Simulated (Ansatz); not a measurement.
The cell below belongs to a search over invented structures; it isn't taken from experiment.

Input and command of a plane-wave DFT calculation in Ansatz:

```yaml
crystal:
  lattice:
    - [0.0, 5.1845, 5.1845]
    - [5.1845, 0.0, 5.1845]
    - [5.1845, 5.1845, 0.0]
  atoms:
    - { symbol: Mg, position: [0.75, 0.75, 0.75] }
    - { symbol: Zn, position: [0.0, 0.0, 0.0] }
    - { symbol: In, position: [0.5, 0.5, 0.5] }
    - { symbol: C, position: [0.815122, 0.184878, 0.184878], spin: 1.0 }
    - { symbol: C, position: [0.184878, 0.184878, 0.815122], spin: 1.0 }
    - { symbol: C, position: [0.815122, 0.184878, 0.815122], spin: 1.0 }
    - { symbol: C, position: [0.184878, 0.815122, 0.815122], spin: 1.0 }
    - { symbol: C, position: [0.815122, 0.815122, 0.184878], spin: 1.0 }
    - { symbol: C, position: [0.184878, 0.815122, 0.184878], spin: 1.0 }
    - { symbol: "N", position: [0.70228566, 0.29771434, 0.29771434], spin: 1.0 }
    - { symbol: "N", position: [0.29771434, 0.29771434, 0.70228566], spin: 1.0 }
    - { symbol: "N", position: [0.70228566, 0.29771434, 0.70228566], spin: 1.0 }
    - { symbol: "N", position: [0.29771434, 0.70228566, 0.70228566], spin: 1.0 }
    - { symbol: "N", position: [0.70228566, 0.70228566, 0.29771434], spin: 1.0 }
    - { symbol: "N", position: [0.29771434, 0.70228566, 0.29771434], spin: 1.0 }
basis:
  ecutwfc: 420
kpoints:
  mp_grid: { grid: [4, 4, 4] }
hamiltonian:
  xc: pbe
scf:
  occupations: { method: gaussian, width: 0.1 }
  lower_state_search: "off"
output:
  forces: true
  stress: true
  eigenvalues: true
  populations: true
magnetization:
  spin_polarized: true
relax:
  adjacent_minimum: "off"
  f_tol: 0.04
  max_steps: 70
  cell: { stress_tol: 0.4 }
```

```bash
ansatz run input.yaml --threads 1 --pin off --max-ram 2560MiB --backend cpu --events-out ev --progress --plain --runs-dir out
```

Processor: Intel(R) Xeon(R) Platinum 8488C (Sapphire Rapids), 1 thread, on a host shared with other jobs.

How long does it run, and how much memory does it take?

About 3.8 min, peak memory 0.83 GiB. It solves 66 bands at 8 k points (after reduction by symmetry) with about 6855 plane waves (on the last cell), in 88 SCF iterations over 9 ionic steps.
